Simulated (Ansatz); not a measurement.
BaNbNO2:
```
BaNbNO2
1.0
    4.11686     0.00000     0.00000
    0.00000     4.11686     0.00000
    0.00000     0.00000     4.09856
Ba Nb N O
1 1 1 2
Direct
  0.00000   0.00000   0.00000
  0.50000   0.50000   0.50000
  0.50000   0.50000   0.00000
  0.00000   0.50000   0.50000
  0.50000   0.00000   0.50000
```

Cartesian axes are those of the cell as given.

**Question.** Give the high-frequency dielectric tensor and the Born effective charge tensors of the independent atoms from DFPT, r²SCAN (plane waves, PAW; program Ansatz).

**Answer.** 
ε∞:
```
7.79  0.00  0.00
0.00  7.79  0.00
0.00  0.00  16.8
```
Z* of atom 1 (Ba), rows: field, columns: displacement, in e:
```
2.93  0.00  0.00
0.00  2.93  0.00
0.00  0.00  2.29
```
Z* of atom 2 (Nb), rows: field, columns: displacement, in e:
```
 8.75   0.00   0.00
 0.00   8.75   0.00
 0.00   0.00  15.73
```
Z* of atom 3 (N), rows: field, columns: displacement, in e:
```
 -3.45    0.00    0.00
  0.00   -3.45    0.00
  0.00    0.00  -12.09
```
Z* of atom 4 (O), rows: field, columns: displacement, in e:
```
-6.31   0.00   0.00
 0.00  -1.91   0.00
 0.00   0.00  -2.96
```

Static charges for comparison (Bader): Ba1 +1.54, Nb2 +2.66, N3 -1.57, O4 -1.32 e. Born charges measure polarisation by displacement and can exceed these by far.

Space group P4/mmm. The workflow started from a Materials Project entry (that database holds measured and hypothetical structures alike); the Crystallography Open Database copy checked does not list it. With N and O taken as one species the cell has the higher symmetry Pm-3m, so it may be an ordered model of a mixed-site phase. Its standing as an ambient phase is unchecked. Symmetry was held in the r²SCAN relaxation. At this level the phase is dynamically unstable (imaginary phonons). No spin polarisation was allowed. Scalar-relativistic: spin–orbit coupling is off unless named, which matters more the heavier the elements.

Potentials: the later of the program's two PAW sets.
